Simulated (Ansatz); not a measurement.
Input, command and steps of an Ansatz relaxation.

```yaml
crystal:
  lattice:
    - [3.15515525, 0.0, 0.0]
    - [0.0, 4.4223996858, 0.0]
    - [-0.9961931696, 0.0, 4.8390099957]
  atoms:
    - { symbol: Li, position: [0.2628015504, 0.75, 0.3333333333] }
    - { symbol: Li, position: [0.2628015504, 0.25, 0.3333333333] }
    - { symbol: Li, position: [0.4846662601, 0.0, 0.6666666667] }
    - { symbol: Br, position: [0.3333333333, 0.0, 0.0] }
basis:
  ecutwfc: 420
kpoints:
  mp_grid: { grid: [6, 4, 4] }
hamiltonian:
  xc: pbe
scf:
  occupations: { method: gaussian, width: 0.1 }
  lower_state_search: "off"
output:
  forces: true
  stress: true
  eigenvalues: true
relax:
  adjacent_minimum: "off"
  f_tol: 0.04
  max_steps: 70
  cell: { stress_tol: 0.4 }
```

```bash
ansatz run input.yaml --threads 1 --pin off --max-ram 2560MiB --backend cpu --events-out ev --progress --plain --runs-dir out
```

The calculation used DFT PBE, scalar-relativistic, plane waves, PAW in Ansatz 0.2.0.

Of 14 frames 9 are shown, positions in Å and forces in eV/Å; the SCF threshold varies from step to step. Steps run on the plane waves of an earlier cell, with a Pulay correction in the pressure. The basis is chosen afresh for the last frame, the zero of the energies, and at times for earlier ones too; energy and pressure step there, also at an unchanged geometry. Here that happened at step 9 (-20 meV/atom, 0.8 GPa); the frames before carry an error of that size.

```xyz
4
Lattice="3.1552 0.0000 0.0000 0.0000 4.4224 0.0000 -0.9962 0.0000 4.8390" Properties=species:S:1:pos:R:3:forces:R:3 pbc="T T T" step=1 free_energy_over_end_meV_per_atom=1080.30 pressure_GPa=26.19
Li    0.4971    3.3168    1.6130   -0.8858   -1.9420    0.5263
Li    0.4971    1.1056    1.6130   -0.8858    1.9420    0.5263
Li    0.8651    0.0000    3.2260    3.4510    0.0000   -2.9381
Br    1.0517    0.0000    0.0000   -1.6795    0.0000    1.8854
4
Lattice="3.1917 0.0000 -0.0102 0.0000 4.5283 0.0000 -1.0233 0.0000 5.0764" Properties=species:S:1:pos:R:3:forces:R:3 pbc="T T T" step=2 free_energy_over_end_meV_per_atom=722.17 pressure_GPa=17.57
Li    0.4721    3.3721    1.6870   -0.6495   -1.1198    0.1244
Li    0.4721    1.1563    1.6870   -0.6495    1.1198    0.1244
Li    0.9414    0.0000    3.3848    2.5120    0.0000   -1.1657
Br    1.0385    0.0000   -0.0039   -1.2131    0.0000    0.9168
4
Lattice="3.3183 0.0000 -0.0245 0.0000 4.7620 0.0000 -1.0853 0.0000 5.5174" Properties=species:S:1:pos:R:3:forces:R:3 pbc="T T T" step=4 free_energy_over_end_meV_per_atom=225.92 pressure_GPa=6.65
Li    0.3859    3.5147    1.8104   -0.2809    0.0695    0.0113
Li    0.3859    1.2473    1.8104   -0.2809   -0.0695    0.0113
Li    1.3242    0.0000    3.7781    0.9182    0.0000    0.1331
Br    0.9152    0.0000   -0.0754   -0.3565    0.0000   -0.1551
4
Lattice="3.4181 0.0000 0.0143 0.0000 4.8819 0.0000 -1.0573 0.0000 5.7052" Properties=species:S:1:pos:R:3:forces:R:3 pbc="T T T" step=5 free_energy_over_end_meV_per_atom=123.50 pressure_GPa=4.04
Li    0.3678    3.6222    1.8804   -0.1264    0.1962   -0.0112
Li    0.3678    1.2597    1.8804   -0.1264   -0.1962   -0.0112
Li    1.5989    0.0000    3.9984   -0.0495    0.0000   -0.2391
Br    0.8484    0.0000   -0.1330    0.3023    0.0000    0.2623
4
Lattice="3.5080 0.0000 0.1749 0.0000 5.1405 0.0000 -0.8394 0.0000 5.9629" Properties=species:S:1:pos:R:3:forces:R:3 pbc="T T T" step=7 free_energy_over_end_meV_per_atom=49.31 pressure_GPa=1.35
Li    0.4693    3.8583    1.9862   -0.0458    0.0951   -0.0099
Li    0.4693    1.2822    1.9862   -0.0458   -0.0951   -0.0099
Li    1.8524    0.0000    4.3183   -0.0141    0.0000   -0.1297
Br    0.8031    0.0000   -0.1051    0.1056    0.0000    0.1501
4
Lattice="3.5144 0.0000 0.2158 0.0000 5.3617 0.0000 -0.7787 0.0000 6.1089" Properties=species:S:1:pos:R:3:forces:R:3 pbc="T T T" step=8 free_energy_over_end_meV_per_atom=34.86 pressure_GPa=0.20
Li    0.4668    4.0595    2.0273   -0.0167   -0.0001   -0.0123
Li    0.4668    1.3021    2.0273   -0.0167    0.0001   -0.0123
Li    1.9299    0.0000    4.4489    0.0072    0.0000   -0.0010
Br    0.8203    0.0000   -0.0685    0.0263    0.0000    0.0260
4
Lattice="3.5265 0.0000 0.2641 0.0000 5.5808 0.0000 -0.7084 0.0000 6.3111" Properties=species:S:1:pos:R:3:forces:R:3 pbc="T T T" step=10 free_energy_over_end_meV_per_atom=2.70 pressure_GPa=0.28
Li    0.4980    4.2432    2.0781   -0.0013    0.0082   -0.0108
Li    0.4980    1.3375    2.0781   -0.0013   -0.0082   -0.0108
Li    1.9973    0.0000    4.6584    0.0049    0.0000    0.0040
Br    0.8002    0.0000   -0.0451   -0.0022    0.0000    0.0176
4
Lattice="3.5387 0.0000 0.3279 0.0000 5.7848 0.0000 -0.6145 0.0000 6.3967" Properties=species:S:1:pos:R:3:forces:R:3 pbc="T T T" step=11 free_energy_over_end_meV_per_atom=0.20 pressure_GPa=-0.02
Li    0.5341    4.4163    2.0975    0.0043   -0.0081    0.0150
Li    0.5341    1.3685    2.0975    0.0043    0.0081    0.0150
Li    2.0926    0.0000    4.7936   -0.0046    0.0000   -0.0183
Br    0.7745    0.0000   -0.0192   -0.0038    0.0000   -0.0116
4
Lattice="3.5356 0.0000 0.3327 0.0000 5.7902 0.0000 -0.6060 0.0000 6.3860" Properties=species:S:1:pos:R:3:forces:R:3 pbc="T T T" step=14 free_energy_over_end_meV_per_atom=0.00 pressure_GPa=-0.03
Li    0.5499    4.4174    2.1022    0.0010    0.0053   -0.0013
Li    0.5499    1.3728    2.1022    0.0010   -0.0053   -0.0013
Li    2.0847    0.0000    4.7788   -0.0015    0.0000    0.0057
Br    0.7578    0.0000   -0.0215   -0.0006    0.0000   -0.0030
```

The start is a random arrangement. The cell swells from 16.9 to 33.0 Å³ an atom, so the end can be far from any stable crystal. At the end the space group is Pmm2 (tolerance 0.05 Å).

The run took 110 s on 1 thread of Intel(R) Xeon(R) Platinum 8259CL CPU @ 2.50GHz (Skylake/Cascade Lake), on a shared host, peak memory 0.45 GiB.

The k mesh is coarse.